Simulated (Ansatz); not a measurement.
ZrSnO₄ (tetragonal HfO2 sites, P-4m2): zone-centre phonons and dielectric response

Perturbation theory with PBEsol in the plane-wave code Ansatz on the PBEsol cell, ground state and force constants on a 6×6×4 mesh. Spin-unpolarised throughout. Whether this structure exists isn't addressed.

The symmetry is P-4m2 (No. 115, tetragonal); conventional cell a = 3.573 Å, c = 5.334 Å, 11.35 Å³ an atom. Zr has 8 O at 2.04–2.44 Å; Sn has 8 O at 2.05–2.45 Å; O has 2 Zr at 2.04 Å and 2 Sn at 2.45 Å; O has 2 Sn at 2.05 Å and 2 Zr at 2.44 Å.

```cif
data_structure
_symmetry_space_group_name_H-M 'P-4m2'
_symmetry_Int_Tables_number 115
_cell_length_a 3.5734
_cell_length_b 3.5734
_cell_length_c 5.3337
_cell_angle_alpha 90.000
_cell_angle_beta 90.000
_cell_angle_gamma 90.000
_cell_volume 68.11
loop_
_atom_site_label
_atom_site_type_symbol
_atom_site_symmetry_multiplicity
_atom_site_Wyckoff_symbol
_atom_site_fract_x
_atom_site_fract_y
_atom_site_fract_z
_atom_site_occupancy
Zr1 Zr 1 c 0.50000 0.50000 0.50000 1
Sn1 Sn 1 a 0.00000 0.00000 0.00000 1
O1 O 2 g 0.50000 0.00000 0.68452 1
O2 O 2 g 0.00000 0.50000 0.81278 1
```

Optical modes without the longitudinal term:
```tsv
ω (cm⁻¹)	degeneracy	IR intensity, summed over the level ((D/Å)²/amu)
42	2	22.18
151	2	6.08
224	1	5.63
343	1	34.08
362	1	0.00
362	2	2.33
512	2	75.08
576	1	0.08
582	1	0.00
664	2	0.61
```

The zone-centre optical frequencies run from 42 to 664 cm⁻¹, none imaginary (the rest of the zone wasn't tested). With the long-range field the highest mode reaches 720 cm⁻¹. The program warns that the force constants, and all that is formed from them, aren't settled on this k mesh. Of the real levels 8 are infrared active, the strongest at 512 cm⁻¹.

ε∞: 5.65 along x and y, 5.25 along z. With the ions relaxed, ε⁰ is 214 along x and y, 18 along z. Born charges, averaged over directions: Zr +5.31, Sn +4.52, O -2.69 to -2.23 e.

For comparison, on the r2SCAN cell the mean ε∞ is 4.89 with r2SCAN (ground state on 6×6×4; least gap 2.54 eV).

Spin-orbit coupling is left out, which matters wherever the heavy atoms make up the band edges.
